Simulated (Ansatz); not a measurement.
WO3:
```xyz
12
Lattice="7.3893 0.0000 0.0000 -3.6947 6.3993 0.0000 0.0000 0.0000 3.7995" Properties=species:S:1:pos:R:3 pbc="T T T"
W      1.8473     3.1997     0.0000
W     -1.8473     3.1997     0.0000
W      3.6947     0.0000     0.0000
O      0.0000     2.7461     0.0000
O      3.6947     3.6532     0.0000
O      5.0111     1.3731     0.0000
O     -1.3165     5.0263     0.0000
O      1.3165     5.0263     0.0000
O      2.3782     1.3731     0.0000
O     -1.8473     3.1997     1.8998
O      3.6947     0.0000     1.8998
O      1.8473     3.1997     1.8998
```

Relaxed with PBEsol. Special points in fractions of this cell's reciprocal vectors: Γ (0.000, 0.000, 0.000); M (0.500, 0.000, 0.000); K (0.333, 0.333, 0.000); A (0.000, 0.000, 0.500); L (0.500, 0.000, 0.500); H (0.333, 0.333, 0.500).

Problem. List the band energies nearest the valence-band maximum at these points for DFT-PBEsol with spin–orbit coupling in the program Ansatz with PAW potentials.

Solution. In eV from the valence-band maximum; about four levels below and three above (degenerate sets whole), none deeper than 8.9 eV; points with the same levels are listed once.

```tsv
k	below	above
Γ	-0.96 -0.96 -0.96 -0.96	0.55 0.55 0.58 0.58
M	-0.77 -0.77 -0.69 -0.69	0.65 0.65 2.47 2.47
K	-1.01 -1.01 -0.59 -0.59	1.60 1.60 1.82 1.82
A	-0.01 -0.01 0.00 0.00	2.33 2.33 2.74 2.74
L	-0.47 -0.47 -0.02 -0.02	2.69 2.69 3.51 3.51
H	-0.24 -0.24 -0.22 -0.22	2.54 2.54 3.89 3.89
```

Space group P6/mmm. The first step of the workflow began from a Materials Project structure, measured or hypothetical; the Crystallography Open Database files this formula in space group No. 191, but the cells were not matched. Its standing as an ambient phase is unchecked. Symmetry was held in the PBEsol relaxation; whether a distortion lowers the energy is not shown. No spin polarisation was allowed. No Hubbard U is applied.

Potentials: the later of the program's two PAW sets.
